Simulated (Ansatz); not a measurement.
## Property card for Cs

Cs:
Space group I4₁/amd, origin choice 1 (No. 141); a = 9.6969 Å, b = 9.6969 Å, c = 5.3143 Å, α = 90.00°, β = 90.00°, γ = 90.00°

```csv
atom,site,symmetry,x,y,z
Cs,4a,-4m2,0.0000,0.0000,0.0000
```
(The calculation used a cell of 2 atoms; values per cell refer to that cell.)

Space group I4_1/amd (No. 141), β-Sn type; conventional cell a = b = 9.6969 Å, c = 5.3143 Å, α = β = γ = 90.00°.

Method: the program Ansatz at the r²SCAN level (PAW). The cell and atoms are relaxed at this level. Other levels are named where they apply.

**Cell and energy**

```json
{
 "volume_per_atom": "124.92 Å³",
 "density": "1.77 g/cm³"
}
```

**Electronic structure**

```json
{
 "electronic_character": "metallic (no gap)",
 "Density of states at the Fermi level": "1.3 states/eV per atom (mean over ±0.08 eV)",
 "Gap with spin–orbit coupling": "none (metallic)"
}
```

**Mechanics**

```json
{
  "Bulk modulus (Birch–Murnaghan fit)": "1.7 GPa",
  "Pressure derivative B′": "3.6"
}
```

**Phonons**

```json
{
 "highest_zone_centre_frequency": "36 cm⁻¹",
 "zone_centre_stability": "no imaginary mode at Γ"
}
```

The cell is a constructed one: a structure type filled with these elements; the Crystallography Open Database copy checked does not list it. It is not the phase usual at ambient conditions (space group No. 229). The cell was relaxed with r²SCAN under the symmetry of its start. As this level gives no gap, phonon frequencies hold no LO–TO term and depend on the k-mesh and smearing (Fermi–Dirac, 0.1 eV here). Axis ratios of metals converge slowly with the k-mesh, so a and c are less sure than the volume. Scalar-relativistic: spin–orbit coupling is off unless named, which matters more the heavier the elements.

Potentials: the later of the program's two PAW sets.
